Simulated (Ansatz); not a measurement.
Relaxed ScAl$_{3}$ (Cu3Au type):

```
ScAl3
1.0
    4.08581     0.00000     0.00000
    0.00000     4.08581     0.00000
    0.00000     0.00000     4.08581
Al Sc
3 1
Cartesian
  0.00000   2.04290   2.04290
  2.04290   2.04290   0.00000
  2.04290   0.00000   2.04290
  0.00000   0.00000   0.00000
```

The numbers are results of r2SCAN (plane waves to 500 eV, PAW, scalar-relativistic; Ansatz, an electronic-structure program), not measurements. k mesh 9×9×9 (Γ-centred), Fermi-Dirac smearing 0.05 eV. With partly filled bands, energies and forces of such displacements shift with the k mesh and the smearing. ScAl3 is run without spin polarisation. ScAl3 was relaxed with its symmetry unable to fall.

One atom of the cell was then moved (with its periodic images), all else fixed, and the forces (eV/Å) came out as:

| atom | Fx | Fy | Fz |
|---|---|---|---|
| Al1 | 0.512 | 0.709 | 0.709 |
| Al2 | -0.201 | -0.024 | -0.203 |
| Al3 | -0.201 | -0.203 | -0.024 |
| Sc4 | -0.110 | -0.481 | -0.481 |

### Question
Which atom was moved, and by which vector (Å)?

### Answer
Al1, by (-0.10, -0.10, -0.10), 0.17 Å in all.

(For displaced atoms, the force is minus the slope of the energy, and its curvature is a force constant, which sets phonon frequencies.)
